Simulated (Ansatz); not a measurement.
## Property card for YZn

YZn:
```xyz
2
Lattice="3.5206 0.0000 0.0000 0.0000 3.5206 0.0000 0.0000 0.0000 3.5206" Properties=species:S:1:pos:R:3 pbc="T T T"
Zn     1.7603     1.7603     1.7603
Y      0.0000     0.0000     0.0000
```

Space group Pm-3m (No. 221), CsCl type; conventional cell a = b = c = 3.5206 Å, α = β = γ = 90.00°.

Method: the program Ansatz at the PBEsol level (PAW). Structure relaxed to zero pressure with the same functional. Other levels are named where they apply.

Cell and energy:

- Volume per atom: 21.82 Å³
- Density: 5.87 g/cm³
- Formation energy from the elements (no fitted shifts): -0.36 eV/atom

Electronic structure:

- Electronic character: metallic (no gap)
- Density of states at the Fermi level: 1.5 states/eV per atom (mean over ±0.08 eV)
- Gap with spin–orbit coupling: none (metallic)

Mechanics:

- Bulk modulus (Birch–Murnaghan fit): 66.3 GPa
- Pressure derivative B′: 3.9
- Elastic constants (relaxed ions, GPa): C11 = 96.8, C12 = 51.6, C44 = 46.9
- Mechanical stability: stable (all eigenvalues of C positive)
- Hill bulk and shear moduli: 66.6 and 35.0 GPa
- Young's modulus: 89.3 GPa
- Poisson's ratio: 0.28
- Debye temperature from the elastic constants: 290 K

Phonons:

- Highest zone-centre frequency = 148 cm^-1
- Zone-centre stability = no imaginary mode at Γ

The workflow started from an entry of the Crystallography Open Database (COD). Its standing as an ambient phase is unchecked. Symmetry was held in the PBEsol relaxation. The run is not spin-polarised. As this level gives no gap, shear constants depend on the k-mesh and smearing (Fermi–Dirac, 0.1 eV here). As this level gives no gap, phonon frequencies hold no LO–TO term and depend on the k-mesh and smearing (Fermi–Dirac, 0.1 eV here). The references are the lowest solids computed at this level, not always the standard phases. Scalar-relativistic: spin–orbit coupling is off unless named, which matters more the heavier the elements.

Potentials: the later of the program's two PAW sets.
